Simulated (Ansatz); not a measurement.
AlAs:
```yaml
crystal:
  lattice:
    - [0.00000, 2.83727, 2.83727]
    - [2.83727, 0.00000, 2.83727]
    - [2.83727, 2.83727, 0.00000]
  atoms:
    - { symbol: As, position: [0.75000, 0.75000, 0.75000] }
    - { symbol: Al, position: [0.00000, 0.00000, 0.00000] }
```

Relaxed with PBEsol. Special points in fractions of this cell's reciprocal vectors: Γ (0.000, 0.000, 0.000); X (0.500, 0.000, 0.500); U (0.625, 0.250, 0.625); K (0.375, 0.375, 0.750); L (0.500, 0.500, 0.500); W (0.500, 0.250, 0.750).

Question: List the band energies nearest the valence-band maximum at these points for PBEsol (plane waves, PAW; program Ansatz).

Answer: In eV from the valence-band maximum; about four levels below and three above (degenerate sets whole), none deeper than 8.9 eV; points with the same levels are listed once.

```csv
k,below,above
Γ,0.00 0.00 0.00,1.91 4.26 4.26 4.26
X,-5.41 -2.16 -2.16,1.34 2.23 10.21 10.21
U,-5.15 -3.41 -1.79,2.15 4.90 8.10
L,-5.56 -0.82 -0.82,2.05 4.64 4.64
W,-5.06 -3.18 -2.82,4.23 5.59 5.62
```

Space group F-43m (zinc blende). The PBEsol relaxation kept the symmetry of its start. Spin–orbit coupling is left out wherever it is not named.

Potentials: the later of the program's two PAW sets.
